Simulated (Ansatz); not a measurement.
The relaxed structure here is a generated cell of ZrN: the first start was made by placing the elements on the sites of a structure type, and the end was not matched to a known phase here, so it may be hypothetical. Known forms of ZrN include space group No. 225.

The end point of a relaxation of ZrN. Space group P6/mmm (No. 191). All values below come from PBEsol (plane waves to 420 eV, PAW, scalar-relativistic; Ansatz, a quantum-chemistry and plane-wave program).

```cif
data_N3Zr3
_chemical_formula_sum 'Zr3 N3'
_space_group_name_H-M_alt 'P6/mmm'
_space_group_IT_number 191
_space_group_name_Hall '-P 6 2'
_cell_length_a 5.49682
_cell_length_b 5.49682
_cell_length_c 3.19694
_cell_angle_alpha 90.000
_cell_angle_beta 90.000
_cell_angle_gamma 120.000
loop_
_atom_site_label
_atom_site_type_symbol
_atom_site_symmetry_multiplicity
_atom_site_Wyckoff_symbol
_atom_site_fract_x
_atom_site_fract_y
_atom_site_fract_z
_atom_site_occupancy
Zr1 Zr 3 f 0.00000 0.50000 0.00000 1
N1 N 1 a 0.00000 0.00000 0.00000 1
N2 N 2 d 0.33333 0.66667 0.50000 1
```

| Item | Result |
|---|---|
| Volume per atom | 13.94 Å³ |
| Band gap | no gap (metallic) |
| Shortest distances | N–Zr 2.25 Å; Zr–Zr 2.75 Å; N–N 3.17 Å |
| k-mesh | 10×10×15 |

Band energies at high-symmetry points (eV from the Fermi level; labels of this space group; no spin-orbit coupling), from −5 eV up to 2.4 eV:

```csv
point,energies
Γ,-3.32 -2.99 -2.99 -2.54 -1.57 -1.57 -1.30 -1.30 0.50 0.68 1.38 1.38
M,-4.67 -4.47 -4.19 -3.33 -2.97 -2.51 -2.18 0.01 0.53 1.57 1.90 1.95 2.31
K,-4.82 -4.82 -4.53 -4.53 -3.38 -3.04 -3.04 -0.95 -0.95 -0.03 1.24
A,-2.96 -2.96 -2.64 -1.91 -1.53 -1.53 -1.26 -1.26 0.85 0.85 1.28
L,-4.73 -4.26 -3.95 -3.93 -3.16 -2.04 -1.53 -0.31 1.29 1.68 1.98 2.22
H,-4.84 -4.43 -4.27 -4.27 -2.75 -2.75 -1.32 -0.38 1.81 1.81 2.12 2.12 2.20
```

No spin polarisation in the result. The relaxed primitive cell holds an odd number of electrons. A magnetic state may lie lower.

The run could not lose the symmetry of its start: the end is stationary, and may be a saddle point rather than a minimum.

All atoms sit on sites fixed by symmetry, so only the cell could relax.
